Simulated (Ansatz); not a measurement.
CdGeAs2:
```cif
data_As8Cd4Ge4
_chemical_formula_sum 'Cd4 Ge4 As8'
_space_group_name_H-M_alt 'I-42d'
_space_group_IT_number 122
_space_group_name_Hall 'I -4 2bw'
_cell_length_a 5.98103
_cell_length_b 5.98103
_cell_length_c 11.29868
_cell_angle_alpha 90.000
_cell_angle_beta 90.000
_cell_angle_gamma 90.000
loop_
_atom_site_label
_atom_site_type_symbol
_atom_site_symmetry_multiplicity
_atom_site_Wyckoff_symbol
_atom_site_fract_x
_atom_site_fract_y
_atom_site_fract_z
_atom_site_occupancy
Cd1 Cd 4 a 0.00000 0.00000 0.00000 1
Ge1 Ge 4 b 0.00000 0.00000 0.50000 1
As1 As 8 d 0.25000 0.22129 0.37500 1
```
(The calculation used a cell of 8 atoms; values per cell refer to that cell.)

Relaxed with r²SCAN.

Problem. Tabulate the valence density and the electron localisation function along the shortest Ge–As contact (2.45 Å), plane-wave PAW r²SCAN (Ansatz code).

Solution. 

```csv
distance from Ge (Å),density (e/Å³),ELF
0.24,28.39,0.01
0.37,12.82,0.03
0.49,4.93,0.10
0.61,2.00,0.23
0.73,1.05,0.36
0.86,0.70,0.46
0.98,0.58,0.57
1.10,0.54,0.70
1.22,0.54,0.78
1.35,0.58,0.77
1.47,0.66,0.72
1.59,0.84,0.67
1.71,1.39,0.59
1.83,2.94,0.47
1.96,6.53,0.31
2.08,13.10,0.18
2.20,22.10,0.15
```

The density is the valence pseudo-density with augmentation charge, so density and ELF within about 1 Å of a nucleus are not all-electron values.

Symmetry was held in the r²SCAN relaxation.

Potentials: the later of the program's two PAW sets.
